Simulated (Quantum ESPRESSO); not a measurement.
# Strain and stress in B4ON3

The results below are calculated, not measured. They come from pw.x of Quantum ESPRESSO 7.5, a plane-wave density functional program, with PseudoDojo standard norm-conserving files (v0.5 for PBE, v0.4.1 for LDA and PBEsol). The cells are made up: elements, strain and atom displacements were drawn at random, and nothing was relaxed. There is no spin polarisation, spin-orbit coupling or dispersion term.

The cell has 8 sites of a wurtzite lattice (rectangular cell). Sites 1 to 4 hold B B B B; sites 5 to 8 hold O N N N. Cell vectors in Å: (2.654, 0.017, 0.007); (0.029, 4.575, -0.044); (0.012, -0.042, 4.357). Settings: PBE, cutoff 1143 eV, 9 x 6 x 6 k mesh shifted by half a step, Fermi-Dirac smearing of 0.1 eV.

Each run adds the same strain along x and y to one cell, with the atoms carried along; the vectors above are those of run 4. Stress is positive in tension and P is minus a third of its trace. E is the free energy for each atom above the lowest run shown.

| run | strain (%) | s_xx (GPa) | s_yy (GPa) | s_zz (GPa) | s_xy (GPa) | P (GPa) | E (meV/atom) |
| --- | --- | --- | --- | --- | --- | --- | --- |
| 1 | -1.88 | -1.98 | 10.27 | 14.16 | 4.57 | -7.48 | 0.00 |
| 2 | -1.45 | 1.44 | 13.09 | 15.05 | 4.24 | -9.86 | 2.00 |
| 3 | -0.49 | 8.66 | 18.87 | 16.95 | 3.52 | -14.83 | 10.28 |
| 5 | 0.69 | 16.66 | 25.02 | 19.09 | 2.71 | -20.26 | 27.18 |
| 6 | 1.55 | 21.88 | 28.85 | 20.51 | 2.16 | -23.74 | 43.81 |
| 7 | 1.84 | 23.53 | 30.02 | 20.96 | 1.98 | -24.84 | 50.16 |
| 4 | -0.02 | ? | ? | ? | ? | ? | ? |

A rerun of one of these cells at 1437 eV and k mesh 11 x 8 x 8 moved values by no more than 0.002 eV in the cell's energy, 0.18 GPa in stress and 0.019 eV/Å in force.

## Worked fit

A parabola through the six runs shown gives s_xx = 12.10 + 6.85 e - 0.343 e² GPa, with e in per cent and a scatter of 0.01 GPa. The slope is a stiffness of 685 ± 1 GPa for each unit of this strain at e = 0, the sum of the responses of s_xx to strain along x and along y. The atoms are clamped, and relaxing them would in general lower it. The error is the larger of the fit's own and the change that a cubic makes, rounded up.

## Withheld run

Question: what s_xx should run 4 give?

The fit gives 11.96 GPa. The calculation gave 11.96 GPa.

| run | strain (%) | s_xx (GPa) | s_yy (GPa) | s_zz (GPa) | s_xy (GPa) | P (GPa) | E (meV/atom) |
| --- | --- | --- | --- | --- | --- | --- | --- |
| 4 | -0.02 | 11.96 | 21.44 | 17.83 | 3.19 | -17.08 | 16.16 |